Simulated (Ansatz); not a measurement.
Al (bcc (W type), Im-3m), a = 3.189 Å, b = 3.189 Å, c = 3.189 Å, α = 90.00°, β = 90.00°, γ = 90.00°; the cell used has 1 atom.

Relaxed with LDA.

Q: Which orbitals make up the states near the Fermi level in LDA in the plane-wave PAW code Ansatz?

A: Within 0.5 eV of the Fermi level: Al 3p 64 %, Al 3s 31 %. Projections are on Löwdin-orthogonalised atomic valence shells; empty p or d shells of many metals are not among them.

Q: Tabulate the density of states.

A: States/eV per cell of 1 atom, in 0.25 eV bins, energy from the Fermi level.

```csv
E (eV),total,Al 3p,Al 3s
-7.85,0.21,0.15,0.07
-7.60,0.22,0.15,0.07
-7.35,0.23,0.16,0.07
-7.10,0.24,0.16,0.07
-6.85,0.25,0.17,0.08
-6.60,0.25,0.17,0.08
-6.35,0.26,0.18,0.08
-6.10,0.27,0.19,0.08
-5.85,0.28,0.19,0.08
-5.60,0.28,0.20,0.09
-5.35,0.29,0.20,0.09
-5.10,0.30,0.21,0.09
-4.85,0.31,0.22,0.09
-4.60,0.33,0.24,0.09
-4.35,0.35,0.27,0.08
-4.10,0.32,0.25,0.07
-3.85,0.30,0.24,0.06
-3.60,0.31,0.22,0.08
-3.35,0.34,0.23,0.10
-3.10,0.33,0.22,0.11
-2.85,0.35,0.23,0.12
-2.60,0.35,0.22,0.12
-2.35,0.35,0.22,0.13
-2.10,0.37,0.23,0.13
-1.85,0.39,0.25,0.13
-1.60,0.40,0.27,0.12
-1.35,0.38,0.26,0.11
-1.10,0.38,0.26,0.11
-0.85,0.38,0.25,0.12
-0.60,0.40,0.25,0.13
-0.35,0.41,0.26,0.13
-0.10,0.41,0.27,0.13
0.15,0.42,0.27,0.13
0.40,0.42,0.27,0.13
0.65,0.43,0.28,0.13
0.90,0.44,0.28,0.13
1.15,0.45,0.29,0.13
1.40,0.46,0.31,0.12
1.65,0.48,0.32,0.12
1.90,0.50,0.35,0.12
2.15,0.49,0.35,0.12
2.40,0.48,0.34,0.11
2.65,0.48,0.34,0.11
2.90,0.47,0.33,0.10
3.15,0.46,0.33,0.10
3.40,0.46,0.32,0.09
3.65,0.46,0.32,0.09
3.90,0.47,0.31,0.09
4.15,0.47,0.31,0.08
4.40,0.47,0.31,0.08
4.65,0.48,0.30,0.08
4.90,0.48,0.29,0.08
```

The first step of the workflow began from a Materials Project structure, measured or hypothetical; the Crystallography Open Database copy checked does not list it. It is not the phase usual at ambient conditions (space group No. 225). Symmetry was held in the LDA relaxation. At this level the phase is mechanically unstable.

Potentials: the earlier of the program's two PAW sets.
